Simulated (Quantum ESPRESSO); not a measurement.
# Ge7: input and log of a self-consistent run

Simulated, not a measurement. The program is pw.x of Quantum ESPRESSO 7.5 (plane-wave density functional theory). The cell is made up: 7 atoms on a zincblende/diamond lattice with one site empty, with randomly drawn elements, strain and displacements, not relaxed. PseudoDojo standard norm-conserving files (v0.5 for PBE, v0.4.1 for LDA and PBEsol) set the functional; there is no spin polarisation, spin-orbit coupling or dispersion term, and the masses in the input are unused placeholders. A spin-polarised start on this cell or one of its family kept no moment.

Input:

```
&control calculation='scf', pseudo_dir='./dojo.nc.sr.pbe.v0_5.standard.upf', outdir='./o', disk_io='low', tprnfor=.true., tstress=.true. /
&system ibrav=0, nat=7, ntyp=1, nbnd=59, ecutwfc=77.98206166, nosym=.true., tot_charge=0,
 occupations='smearing', smearing='fd', degauss=0.0073498644
/
&electrons conv_thr=7.350e-09, electron_maxstep=60, /
ATOMIC_SPECIES
Ge 1.0 Ge.upf
CELL_PARAMETERS angstrom
5.9053 -0.0331 -0.0163
-0.0331 5.774 0.0097
-0.0163 0.0097 5.8682
ATOMIC_POSITIONS angstrom
Ge -0.0814 -0.0402 0.0337
Ge 2.8319 -0.0053 2.73
Ge 2.9788 2.8654 -0.0391
Ge 1.4593 1.4139 1.4243
Ge 1.4404 4.2819 4.344
Ge 4.5602 1.4336 4.3581
Ge 4.3026 4.3561 1.3652
K_POINTS automatic
6 6 6 1 1 1
```

The log is shortened where brackets say so; the opening notice, blank lines, dates and the lines on written files are dropped, and the path of the files is cut. It prints rydbergs, bohrs and kilobars, and counts compression as positive stress.

```
     Program PWSCF v.7.5
     Parallel version (MPI & OpenMP), running on       4 processor cores
     Number of MPI processes:                 4
     Threads/MPI process:                     1
     [start-up lines left out]
     bravais-lattice index     =            0
     lattice parameter (alat)  =      11.1596  a.u.
     unit-cell volume          =    1350.2114 (a.u.)^3
     number of atoms/cell      =            7
     number of atomic types    =            1
     number of electrons       =        98.00
     number of Kohn-Sham states=           59
     kinetic-energy cutoff     =      77.9821  Ry
     charge density cutoff     =     311.9282  Ry
     scf convergence threshold =      7.3E-09
     mixing beta               =       0.7000
     number of iterations used =            8  plain     mixing
     Exchange-correlation= PBE
                           (   1   4   3   4   0   0   0)
     [axes and pseudopotential details left out]
   Cartesian axes
     site n.     atom                  positions (alat units)
         1        Ge     tau(   1) = (  -0.0137840  -0.0068073   0.0057066  )
         2        Ge     tau(   2) = (   0.4795429  -0.0008975   0.4622876  )
         3        Ge     tau(   3) = (   0.5044184   0.4852157  -0.0066210  )
         4        Ge     tau(   4) = (   0.2471122   0.2394243   0.2411854  )
         5        Ge     tau(   5) = (   0.2439117   0.7250803   0.7355960  )
         6        Ge     tau(   6) = (   0.7722065   0.2427602   0.7379837  )
         7        Ge     tau(   7) = (   0.7285855   0.7376450   0.2311776  )
     number of k points=   108  Fermi-Dirac smearing, width (Ry)=  0.0073
     Number of k-points >= 100: set verbosity='high' to print them.
     Dense  grid:   125635 G-vectors     FFT dimensions: (  64,  64,  64)
     Estimated max dynamical RAM per process >     554.95 MB
     Estimated total dynamical RAM >       2.08 GB
     Initial potential from superposition of free atoms
     starting charge      97.9942, renormalised to      98.0000
     Starting wfcs are   63 randomized atomic wfcs
     total cpu time spent up to now is       16.4 secs
     per-process dynamical memory:   490.7 Mb
     Self-consistent Calculation
     iteration #  1     ecut=    77.98 Ry     beta= 0.70
     Davidson diagonalization with overlap
     ethr =  1.00E-02,  avg # of iterations =  3.1
     Threshold (ethr) on eigenvalues was too large:
     Diagonalizing with lowered threshold
     Davidson diagonalization with overlap
     ethr =  8.30E-05,  avg # of iterations =  7.6
     total cpu time spent up to now is      116.9 secs
     total energy              =   -1250.28974962 Ry
     estimated scf accuracy    <       0.09418050 Ry
     iteration #  2     ecut=    77.98 Ry     beta= 0.70
     Davidson diagonalization with overlap
     ethr =  9.61E-05,  avg # of iterations =  2.0
     total cpu time spent up to now is      150.7 secs
     total energy              =   -1250.29200602 Ry
     estimated scf accuracy    <       0.03561415 Ry
     iteration #  3     ecut=    77.98 Ry     beta= 0.70
     Davidson diagonalization with overlap
     ethr =  3.63E-05,  avg # of iterations =  2.1
     total cpu time spent up to now is      193.5 secs
     total energy              =   -1250.30023525 Ry
     estimated scf accuracy    <       0.01896889 Ry
     iteration #  4     ecut=    77.98 Ry     beta= 0.70
     Davidson diagonalization with overlap
     ethr =  1.94E-05,  avg # of iterations =  2.0
     total cpu time spent up to now is      230.8 secs
     total energy              =   -1250.30370975 Ry
     estimated scf accuracy    <       0.00423481 Ry
     iteration #  5     ecut=    77.98 Ry     beta= 0.70
     Davidson diagonalization with overlap
     ethr =  4.32E-06,  avg # of iterations =  2.4
     total cpu time spent up to now is      268.6 secs
     total energy              =   -1250.30449626 Ry
     estimated scf accuracy    <       0.00005922 Ry
     iteration #  6     ecut=    77.98 Ry     beta= 0.70
     Davidson diagonalization with overlap
     ethr =  6.04E-08,  avg # of iterations =  4.3
     total cpu time spent up to now is      318.0 secs
     total energy              =   -1250.30451295 Ry
     estimated scf accuracy    <       0.00002409 Ry
     iteration #  7     ecut=    77.98 Ry     beta= 0.70
     Davidson diagonalization with overlap
     ethr =  2.46E-08,  avg # of iterations =  2.5
     total cpu time spent up to now is      356.8 secs
     total energy              =   -1250.30451777 Ry
     estimated scf accuracy    <       0.00000775 Ry
     iteration #  8     ecut=    77.98 Ry     beta= 0.70
     Davidson diagonalization with overlap
     ethr =  7.91E-09,  avg # of iterations =  2.0
     total cpu time spent up to now is      393.5 secs
     total energy              =   -1250.30451908 Ry
     estimated scf accuracy    <       0.00000035 Ry
     iteration #  9     ecut=    77.98 Ry     beta= 0.70
     Davidson diagonalization with overlap
     ethr =  3.62E-10,  avg # of iterations =  3.2
     total cpu time spent up to now is      430.4 secs
     total energy              =   -1250.30451917 Ry
     estimated scf accuracy    <       0.00000014 Ry
     iteration # 10     ecut=    77.98 Ry     beta= 0.70
     Davidson diagonalization with overlap
     ethr =  1.38E-10,  avg # of iterations =  2.0
     total cpu time spent up to now is      462.7 secs
     total energy              =   -1250.30451920 Ry
     estimated scf accuracy    <          7.4E-09 Ry
     iteration # 11     ecut=    77.98 Ry     beta= 0.70
     Davidson diagonalization with overlap
     ethr =  7.52E-12,  avg # of iterations =  3.0
     total cpu time spent up to now is      497.9 secs
     End of self-consistent calculation
     Number of k-points >= 100: set verbosity='high' to print the bands.
     the Fermi energy is     6.5771 ev
!    total energy              =   -1250.30451920 Ry
     estimated scf accuracy    <          1.3E-09 Ry
     smearing contrib. (-TS)   =      -0.00551626 Ry
     internal energy E=F+TS    =   -1250.29900294 Ry
     The total energy is F=E-TS. E is the sum of the following terms:
     one-electron contribution =    -760.04873298 Ry
     hartree contribution      =     436.49688316 Ry
     xc contribution           =    -304.95543611 Ry
     ewald contribution        =    -621.79171702 Ry
     convergence has been achieved in  11 iterations
     Forces acting on atoms (cartesian axes, Ry/au):
     atom    1 type  1   force =     0.03709582    0.00065858   -0.02052879
     atom    2 type  1   force =     0.03625985   -0.00996894    0.05767570
     atom    3 type  1   force =    -0.00680634   -0.02044588   -0.01833848
     atom    4 type  1   force =    -0.02312947    0.02891578   -0.02062020
     atom    5 type  1   force =    -0.01001560    0.00300866    0.00605403
     atom    6 type  1   force =    -0.02992628    0.00819048   -0.02393207
     atom    7 type  1   force =    -0.00347798   -0.01035869    0.01968980
     Total force =     0.106415     Total SCF correction =     0.000212
     Computing stress (Cartesian axis) and pressure
          total   stress  (Ry/bohr**3)                   (kbar)     P=      -22.17
  -0.00019155  -0.00006061   0.00006087          -28.18       -8.92        8.95
  -0.00006061  -0.00010906  -0.00009377           -8.92      -16.04      -13.79
   0.00006087  -0.00009377  -0.00015141            8.95      -13.79      -22.27
     init_run     :     15.44s CPU     16.29s WALL (       1 calls)
     electrons    :    474.11s CPU    481.55s WALL (       1 calls)
     forces       :      4.23s CPU      4.48s WALL (       1 calls)
     stress       :     15.18s CPU     15.22s WALL (       1 calls)
     [timing details left out]
     PWSCF        :   8m29.25s CPU   8m38.00s WALL
     JOB DONE.
```

In other units: free energy -17011.260 eV for the cell, pressure -2.22 GPa, largest force component 1.483 eV/Å. A rerun of this cell at 1347 eV and a 8 x 8 x 8 mesh moved values by no more than 0.003 eV in energy, 0.02 GPa in stress and 0.003 eV/Å in force.